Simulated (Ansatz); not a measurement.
²³Na NMR of the central transition in Na₅InO₄

Cell: a Materials Project structure (computed, not necessarily an observed phase).

```cif
data_Na5InO4
_symmetry_space_group_name_H-M 'Pmmn:1'
_symmetry_Int_Tables_number 59
_cell_length_a 7.3558
_cell_length_b 7.5570
_cell_length_c 5.4442
_cell_angle_alpha 90.000
_cell_angle_beta 90.000
_cell_angle_gamma 90.000
loop_
_atom_site_label
_atom_site_type_symbol
_atom_site_symmetry_multiplicity
_atom_site_Wyckoff_symbol
_atom_site_fract_x
_atom_site_fract_y
_atom_site_fract_z
Na1 Na 8 g 0.7404 0.6947 0.2556
Na3 Na 2 b 0.0000 0.5000 0.8036
In In 2 a 0.0000 0.0000 0.2210
O13 O 4 e 0.0000 0.2343 0.0168
O15 O 4 f 0.7611 0.0000 0.4224
```

One atom of each set is listed.

All values are calculated (Ansatz; DFT, PBE, plane waves and PAW, scalar-relativistic, 420 eV cutoff, Γ-centred 3×3×4 k-points, Fermi–Dirac smearing 0.02 eV), not measured.

²³Na has I = 3/2 and Q = 104.0 mb (Pyykkö 2018); at 18.8 T its Larmor frequency is ν₀ = 211.9 MHz. Only the quadrupole interaction is simulated: positions count from each site's isotropic chemical shift, and J coupling is left out, as are shift anisotropy and dipolar coupling, which fast spinning averages.

Question: What does the ²³Na spectrum (fast magic-angle spinning) show for each site?

Answer: 

| site | first shell | C_Q (MHz) | η | P_Q (MHz) | δ_QIS (ppm) | breadth (kHz) |
| --- | --- | --- | --- | --- | --- | --- |
| Na1 | 4 O at 2.29–2.48 Å | 4.22 | 0.67 | 4.53 | -11.4 | 5.58 |
| Na3 | 4 O at 2.28–2.32 Å | -1.57 | 0.38 | 1.61 | -1.44 | 0.707 |

δ_QIS = −(ν_Q²/30ν₀²)[I(I+1) − 3/4](1 + η²/3) × 10⁶ ppm with ν_Q = 3|C_Q|/[2I(2I−1)]; it falls as 1/B₀² in ppm, and the breadth as 1/B₀ in kHz.

Hardware: 1 thread of Arm Neoverse V2 (aarch64; 8 cores open to the job, memory cap 3.0 GiB, no GPU), a shared host with a load of 0.8 a core. Wall time 42 s, CPU time 42 s, peak memory 0.7 GiB.
